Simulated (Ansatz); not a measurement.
SrTiO3:
```xyz
5
Lattice="3.9075 0.0000 0.0000 0.0000 3.9075 0.0000 0.0000 0.0000 3.9075" Properties=species:S:1:pos:R:3 pbc="T T T"
Sr     0.0000     0.0000     0.0000
Ti     1.9538     1.9538     1.9538
O      1.9538     0.0000     1.9538
O      0.0000     1.9538     1.9538
O      1.9538     1.9538     0.0000
```

Relaxed with r²SCAN.

Task: Map the electron localisation function on the plane through (0.000, 0.000, 0.000) spanned by u = [1, 0, 0] and v = [0, 1, 1] in lattice vectors, from DFT-r²SCAN in the program Ansatz with PAW potentials.

Result: x is the fraction of u, y of v (the angle between them is 90°; rows are the nearest grid lines); atoms in the plane: Sr at (0.00, 0.00), Ti at (0.50, 0.50), O at (0.00, 0.50).
```
|  *@@@=       =@@@*  |
| :#@@%-       -%@@#: |
|*#@@@#:       :#@@@#*|
|@@@%+.         .+%@@@|
|%%*=.           .=*%%|
|::.               .::|
|                     |
|**+=.           .=+**|
|@@%#-.  :-=-:  .-#%@@|
|@@@%+. -*#%#*- .+%@@@|
|%%@@*.:*%%%%%*:.*@@%%|
|=*%@#.-%%%#%%%-.#@%*=|
|=*%@#.-%%%#%%%-.#@%*=|
|%%@@*.:*%%%%%*:.*@@%%|
|@@@%+. -*#%#*- .+%@@@|
|@@%#-.  :-=-:  .-#%@@|
|**+=.           .=+**|
|                     |
|::.               .::|
|%%*=.           .=*%%|
|@@@%+.         .+%@@@|
|*#@@@#:       :#@@@#*|
| :#@@%-       -%@@#: |
|  *@@@=       =@@@*  |
```
Scale: ten equal steps from 0.009 (start of ' ') to 0.861 (end of '@'), in the order ' .:-=+*#%@'; x runs from 0.000 to 1.00, y from 0.000 (bottom) to 1.00 (top).

The density is the valence pseudo-density with augmentation charge, so density and ELF within about 1 Å of a nucleus are not all-electron values.

Space group Pm-3m (cubic perovskite). The r²SCAN relaxation kept the symmetry of its start. At this level the phase is dynamically unstable (imaginary phonons). The run is not spin-polarised.

Potentials: the earlier of the program's two PAW sets.
